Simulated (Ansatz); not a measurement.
**A vibration from a frozen displacement in ScAl**

Theory: DFT r2SCAN, scalar-relativistic, plane waves, PAW in Ansatz. The runs took a 500 eV cutoff, a Γ-centred 14×14×14 mesh and Gaussian smearing (0.15 eV). No spin polarisation. Energies are free energies at this smearing, counted from the undisturbed cell; pressure is positive in compression.

Reference structure (as given, not relaxed at this level; it stands at 0.0 GPa, and it needn't be the usual structure):

```
Sc Al
1.0
     3.37035    0.00000    0.00000
     0.00000    3.37035    0.00000
     0.00000    0.00000    3.37035
Sc Al
1 1
Direct
  0.50000 0.50000 0.50000
  0.00000 0.00000 0.00000
```

Every Al atom is moved by x along the Cartesian unit vector (1.000, 0.000, 0.000); the cell and all other atoms stay fixed. The cell's volume is 38.28 Å³; the moved atoms weigh 26.982 u together and the others 44.956 u. Some rows repeat others by symmetry and weren't run.

| x (Å) | ΔE (meV/cell) | total force on the moved atoms along the move (eV/Å) | pressure (GPa) |
| --- | --- | --- | --- |
| -0.3000 | 239.27 | 1.5833 | 2.4263 |
| -0.2625 | 183.50 | 1.3906 | 1.8612 |
| -0.2250 | 135.00 | 1.1956 | 1.3669 |
| -0.1875 | 93.86 | 0.9987 | 0.9454 |
| -0.1500 | 60.12 | 0.8004 | 0.5982 |
| -0.1125 | 33.84 | 0.6011 | 0.3268 |
| -0.0750 | 15.05 | 0.4011 | 0.1321 |
| -0.0375 | 3.76 | 0.2007 | 0.0150 |
| 0.0000 | 0.00 | 0.0000 | -0.0241 |
| 0.0375 | 3.76 | -0.2007 | 0.0150 |
| 0.0750 | 15.05 | -0.4011 | 0.1321 |
| 0.1125 | 33.84 | -0.6011 | 0.3268 |
| 0.1500 | 60.12 | -0.8004 | 0.5982 |
| 0.1875 | 93.86 | -0.9987 | 0.9454 |
| 0.2250 | 135.00 | -1.1956 | 1.3669 |
| 0.2625 | 183.50 | -1.3906 | 1.8612 |
| 0.3000 | 239.27 | -1.5833 | 2.4263 |

Question: What frequency belongs to this motion?

Answer: The force constant is k = −dF/dx = 5.352 eV/Å², from the parabola through x = -0.0375, 0 and 0.0375. In every cell the moved atoms swing against the rest, so the mass is μ = m₁m₂/(m₁ + m₂) = 16.862 u, and ν̃ = 521.5 cm⁻¹ × √(|k|/μ) = 294 cm⁻¹. To first order in x, and within 1 %, the force on every atom lies along the move and, within each of the two groups, in proportion to the atom's mass, so this is itself a mode at the zone centre of this cell.

Question: How far does the harmonic law reach?

Answer: At x = -0.300 Å, kx²/2 = 240.84 meV against the computed 239.27 meV (-0.7 %): the well is still close to harmonic there.

Question: The pressure changes with x². What does that say about the frequency under compression?

Answer: With E = k(V)x²/2, k ∝ V^(−2γ) and x scaling with the cell as V^(1/3), P − P0 = −∂E/∂V = (2γ − 2/3) ΔE/V. At x = 0.0750 Å, V(P − P0) = 38.28 × 0.15621 / 160.2 eV = 37.33 meV and ΔE = 15.05 meV, so γ = 1/3 + V(P − P0)/(2ΔE) = 1.57. This is the Grüneisen parameter of the motion under uniform scaling of the cell: shrinking the cell evenly by 1 % in volume raises the frequency by about 1.57 %.

In a metal these slopes depend on the k mesh and the smearing.